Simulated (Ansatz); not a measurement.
The elements of this relaxed trial crystal are hidden behind letters.

```
lattice vectors (Å)
   2.4932    0.0000    0.0000
   0.0000    3.0936    0.0000
   0.0000    0.0000   11.7442
fractional positions
X 0.5000 0.5000 0.5000
X 0.5000 0.0000 0.0000
X 0.0000 0.0000 0.5971
X 0.0000 0.5000 0.0938
X 0.0000 0.0000 0.4029
X 0.0000 0.5000 0.9062
Z 0.5000 0.5000 0.7237
Z 0.5000 0.5000 0.2763
Q 0.5000 0.0000 0.8042
Q 0.5000 0.0000 0.1958
```

These are results of DFT PBE, scalar-relativistic, plane waves, PAW in Ansatz, not measurements. The final run on the 10-atom cell used 420 eV, a Γ-centred 16×12×4 mesh, 0.10 eV smearing and no spin polarisation.

```
Space group                                 : Pmmm (No. 47)
Conventional cell                           : a = 2.493 Å, b = 3.094 Å, c = 11.744 Å
Volume per atom                             : 9.06 Å³
Density                                     : 7.86 g/cm³
Formation energy                            : +0.27 eV/atom
Gap on the 16×12×4 mesh of the 10-atom cell : 0 eV (a metal)
```

Energies are uncorrected and count from the elements' standard states at the same level.

Task: X is an s-block element of period 2, Z is a d-block element of period 6 and Q is an s-block element of period 1. Which elements are they?

Result: X = Be, Z = Re, Q = H, so the formula is Be3ReH. Density times volume gives a mean mass of 7.86 × 9.06/1.6605 = 42.9 u per atom, and this set has 42.9 u. Around Be on a site of symmetry mmm lie 8 Be at 2.29 Å, 2 Be at 2.49 Å and 2 Re at 2.63 Å; Re is surrounded by 2 H at 1.81 Å, 7 Be at 2.48–2.63 Å, 2 Re at 2.49 Å, 4 H at 3.08 Å and 2 Re at 3.09 Å; H is surrounded by 2 Re at 1.81 Å, 5 Be at 2.30–2.32 Å, 2 H at 2.49 Å and 2 Be at 2.73 Å; 3 more sites not described. Other sets within the hints have nearly the same mass, so mass alone doesn't settle it; this one was computed.

Spin–orbit coupling, which can matter for Re, is left out. This cell was reached by moving the atoms of another relaxed cell at random and relaxing again, last within the group found; it had no such test of its own.
